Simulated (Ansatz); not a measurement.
Relaxed Ir (fcc, Cu type):

```
CELL_PARAMETERS angstrom
      3.83048     0.00000     0.00000
      0.00000     3.83048     0.00000
      0.00000     0.00000     3.83048
ATOMIC_POSITIONS crystal
  Ir 0.00000 0.00000 0.00000
  Ir 0.50000 0.50000 0.00000
  Ir 0.50000 0.00000 0.50000
  Ir 0.00000 0.50000 0.50000
```

Calculation: PBEsol (plane waves to 420 eV, PAW, scalar-relativistic; Ansatz, a first-principles code). k mesh 10×10×10 (Γ-centred), Fermi-Dirac smearing 0.05 eV. With partly filled bands, energies and forces of such displacements shift with the k mesh and the smearing. Ir is run without spin polarisation. Ir was relaxed with its symmetry unable to fall. Spin-orbit coupling is left out, though Ir is heavy.

One atom of the cell was then moved (with its periodic images), all else fixed, and the forces (eV/Å) came out as:

| atom | Fx | Fy | Fz |
|---|---|---|---|
| Ir1 | -0.751 | 0.000 | 0.000 |
| Ir2 | -0.096 | 0.000 | 0.000 |
| Ir3 | 1.598 | 0.000 | 0.000 |
| Ir4 | -0.751 | 0.000 | 0.000 |

Q: Which atom was moved, and by which vector (Å)?

A: Ir3, by (-0.11, 0.00, 0.00), 0.11 Å in all.

(For displaced atoms, the force is minus the slope of the energy, and its curvature is a force constant, which sets phonon frequencies.)
